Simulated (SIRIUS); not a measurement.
Consider a self-consistent single point of Zr (P6_3/mmc, 2 atoms in the cell; from Materials Project mp-131, changed as shown).

```
Zr
1.0
    3.21968     0.00000     0.00000
   -1.60984     2.78832     0.00000
    0.00000     0.00000     5.14100
Zr
2
Direct
  0.33333   0.66667   0.25000
  0.66667   0.33333   0.75000
```

Computed with PBE, GBRV PBE ultrasoft pseudopotentials (plane waves; SIRIUS).

SIRIUS settings:

| setting | value |
|---|---|
| parameters.ngridk | 8 8 6 |
| parameters.xc_functionals | [XC_GGA_X_PBE, XC_GGA_C_PBE] |
| parameters.gk_cutoff | 6.325 1/bohr |
| parameters.pw_cutoff | 14.143 1/bohr |
| parameters.smearing | fermi_dirac |
| parameters.smearing_width | 0.00367493 Ha |
| potentials | GBRV PBE ultrasoft pseudopotentials |
| parameters.electronic_structure_method | pseudopotential |
| parameters.num_bands | 16 |
| parameters.num_mag_dims | 0 |
| parameters.num_dft_iter | 100 |
| parameters.energy_tol | 1e-07 Ha |
| parameters.density_tol | 1e-06 |
| mixer.type | anderson |
| mixer.beta | 0.3 |
| mixer.use_hartree | false |

Results:

- Number of valence electrons: 24
- Number of bands: 16
- Number of k-points after the program's reduction: 40
- Number of plane waves (most at a k-point): 1346
- Number of SCF iterations: 25
- FFT grid: 30 × 30 × 48
- Free energy E − TS: -2698.1162 eV
- Fermi level (on the code's own zero): 14.29 eV
- Pressure: 1.47 GPa

Stress (GPa, positive for compression):
```
1.35  0.00  0.00
0.00  1.35  0.00
0.00  0.00  1.71
```

For comparison: a first run was changed to give this one (volume scaled by 0.99), and from it to this one the free energy goes up by 1.4 meV/atom and the pressure goes from 0.49 to 1.47 GPa.

The structure comes from a collection of computed structures, made at another level of theory; the collection holds predicted forms beside known ones. Its lattice was then scaled. No clean gap shows at this smearing width and mesh (spacing up to 0.28 Å⁻¹); the mesh is coarse for partly filled bands, so the values carry mesh errors.

Cost on one core: very roughly 19 core-seconds.
